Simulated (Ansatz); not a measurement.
The start is a relaxed SnO2 cell shaken by Gaussian noise of σ = 0.08 Å a coordinate. Cell shape, volume and atoms are optimised at zero target pressure with r2SCAN (plane waves to 500 eV, PAW, scalar-relativistic; Ansatz, a quantum-chemistry and plane-wave program). The first steps use a coarse 4×4×4 k-mesh.

Input geometry:
```
SnO2
1.0
    4.73162     0.00000     0.00000
    0.00000     5.74175     0.00000
    0.00000     0.00000     5.23650
Sn O
4 8
Direct
  0.47708   0.16705   0.75627
  0.98887   0.33272   0.24499
  0.48065   0.83814   0.21445
  0.98194   0.67000   0.74517
  0.24993   0.38460   0.91165
  0.72902   0.10902   0.08183
  0.79873   0.57704   0.11010
  0.30554   0.87958   0.92787
  0.76852   0.38721   0.60232
  0.25860   0.09908   0.43003
  0.22283   0.61637   0.39170
  0.75473   0.90673   0.60531
```

### Question
Which atoms feel the largest initial force, and how large is it?

### Answer
11.18 eV/Å, on Sn3 (atoms numbered as listed).

### Question
Does it find its way back to the structure it was made from?

### Answer
It returns to the parent structure, Pbcn (No. 60).

### Question
How do the shortest distances between atoms change?

### Answer
The closest pairs of elements (up to four, under 3.6 Å), start → end: O–Sn 1.73 → 2.03 Å; O–O 2.50 → 2.63 Å; Sn–Sn 3.05 → 3.23 Å.

### Question
Is the relaxed structure metallic? Give its gap.

### Answer
2.10 eV, direct within 0.03 eV (at Γ) (no spin-orbit coupling).

The end point of the relaxation:

```cif
data_O8Sn4
_chemical_formula_sum 'Sn4 O8'
_space_group_name_H-M_alt 'Pbcn'
_space_group_IT_number 60
_space_group_name_Hall '-P 2n 2ab'
_cell_length_a 4.73148
_cell_length_b 5.74195
_cell_length_c 5.23650
_cell_angle_alpha 90.000
_cell_angle_beta 90.000
_cell_angle_gamma 90.000
loop_
_space_group_symop_operation_xyz
  'x, y, z'
  '-x, -y, -z'
  '-x+1/2, -y+1/2, z+1/2'
  'x+1/2, y+1/2, -z+1/2'
  'x+1/2, -y+1/2, -z'
  '-x+1/2, y+1/2, z'
  '-x, y, -z+1/2'
  'x, -y, z+1/2'
loop_
_atom_site_label
_atom_site_type_symbol
_atom_site_symmetry_multiplicity
_atom_site_Wyckoff_symbol
_atom_site_fract_x
_atom_site_fract_y
_atom_site_fract_z
_atom_site_occupancy
Sn1 Sn 4 c 0.00000 0.16523 0.75000 1
O1 O 8 d 0.22976 0.10765 0.42112 1
```

Final values are on a 6×5×5 k-mesh of the relaxed cell. No spin polarisation in the result.

The first start was generated by placing the elements on the sites of a structure type. Materials Project lists a structure of SnO2 in the same space group, Pbcn (No. 60); the sites were not compared with it, nor with measured phases. Known forms of SnO2 include space group No. 136.
